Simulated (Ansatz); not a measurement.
## rocksalt-structured LuP

Computed with Ansatz (plane waves, PAW, 420 eV cutoff): PBEsol, scalar-relativistic, no spin polarisation, Γ-centred 10×10×10 mesh, 0.05 eV Gaussian smearing. The datasets are Ansatz's generated set soft_2.

```cif
data_structure
_symmetry_space_group_name_H-M 'P 1'
_symmetry_Int_Tables_number 1
_cell_length_a 3.8527
_cell_length_b 3.8527
_cell_length_c 3.8527
_cell_angle_alpha 60.000
_cell_angle_beta 60.000
_cell_angle_gamma 60.000
_cell_volume 40.44
loop_
_atom_site_label
_atom_site_type_symbol
_atom_site_fract_x
_atom_site_fract_y
_atom_site_fract_z
_atom_site_occupancy
Lu1 Lu 0.50000 0.50000 0.50000 1
P1 P 0.00000 0.00000 0.00000 1
```

The cell was built from a prototype; rock salt is the usual structure of such lanthanide and actinide compounds.

The cell is relaxed to zero pressure at this level.

Path: Γ–X–U | K–Γ–L–W–X, with Γ = (0.000, 0.000, 0.000), X = (0.500, 0.000, 0.500), U = (0.625, 0.250, 0.625), K = (0.375, 0.375, 0.750), L = (0.500, 0.500, 0.500), W = (0.500, 0.250, 0.750) in reciprocal vectors of the calculation's cell.

Q: Is it a metal or an insulator, and if it has a gap, where are the band edges on this path?

A: A metal: bands cross the Fermi level.

Bands as a text map, energy in eV from the Fermi level (dashes), each leg drawn with the same width:
```
  4.86 |            *   * *   *       ****  *     *     
  4.57 |*   **     * *** *     **                   *   
  4.29 |   *      * *      *      *      *   *   *      
  4.00 |   *     * *     **  *       **** *          *  
  3.71 |  *   *****        *             **   ******  **
  3.43 |     * **          **    *  *      **   *   ****
  3.14 | ** *            **          *      ****        
  2.86 |   *                **      *        *  *       
  2.57 | **                *  * *  *                    
  2.29 |*                    * *  **             *      
  2.00 | *              *   *    *                      
  1.71 |                     ** **                *     
  1.43 |**            **      ***                       
  1.14 |                                           *    
  0.86 |  *          *                                  
  0.57 |*           *         ***                   *   
  0.29 | * *       *          *                         
  0.00 |----*-----*--------------*-------------------*--
 -0.29 | **      *           *                          
 -0.57 |   **** *                *                    * 
 -0.86 |     ******         **    *                   **
 -1.14 |        *  **       *                        *  
 -1.43 |         *   ***           *                **  
 -1.71 |  *       *     *  *      * *               *   
 -2.00 |                 **          *    ***      *    
 -2.29 |           *      * *         ****   *    *     
 -2.57 |   *        *    *                *** * **      
 -2.86 |             *  *          *         *****      
        Γ      X      UK       Γ       L       W       X
```

Formal charges Lu³⁺, P³⁻ balance and leave closed shells on every ion, yet the run finds no gap: the anions' valence bands overlap the cations' empty bands by 1.4 eV on the mesh. A better functional would shrink the overlap, but with one this large it would likely leave a semimetal or metal.

These numbers lack spin–orbit coupling.
